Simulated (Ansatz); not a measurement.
BeSe:
```yaml
crystal:
  lattice:
    - [3.61521, 0.00000, 0.00000]
    - [-1.80761, 3.13087, 0.00000]
    - [0.00000, 0.00000, 5.96412]
  atoms:
    - { symbol: Be, position: [0.33333, 0.66667, 0.99936] }
    - { symbol: Se, position: [0.66667, 0.33333, 0.12564] }
    - { symbol: Be, position: [0.66667, 0.33333, 0.49936] }
    - { symbol: Se, position: [0.33333, 0.66667, 0.62564] }
```

Tensor components refer to the Cartesian frame of this cell.

Problem. Give the proper piezoelectric stress tensor with relaxed ions from PBEsol in the plane-wave PAW code Ansatz.

Solution. In C/m², rows x, y, z, Voigt columns; mesh uncertainty up to 0.00.
```
 0.00   0.00   0.00   0.00  -0.08   0.00
 0.00   0.00   0.00  -0.08   0.00   0.00
-0.07  -0.07   0.27   0.00   0.00   0.00
```

The elastic tensor of the same run (GPa):

```
 156  47.3  31.6   0.0   0.0   0.0
47.3   156  31.6   0.0   0.0   0.0
31.6  31.6   181   0.0   0.0   0.0
 0.0   0.0   0.0  44.2   0.0   0.0
 0.0   0.0   0.0   0.0  44.2   0.0
 0.0   0.0   0.0   0.0   0.0  54.3
```

Problem. Convert to strain constants d = e·S.

Solution. In pC/N:
```
 0.0   0.0   0.0   0.0  -1.8   0.0
 0.0   0.0   0.0  -1.8   0.0   0.0
-0.6  -0.6   1.7   0.0   0.0   0.0
```

Space group P6_3mc (wurtzite). The start of the workflow was typed in or built on a structure type; neither database checked (COD, Materials Project) lists it. COD files the formula under space group No. 216. Whether it is the stable phase at ambient conditions was not checked. The cell was relaxed with PBEsol under the symmetry of its start; whether a distortion lowers the energy is not shown. Signs of piezoelectric constants follow the polarity of the cell as given.

Potentials: the later of the program's two PAW sets.
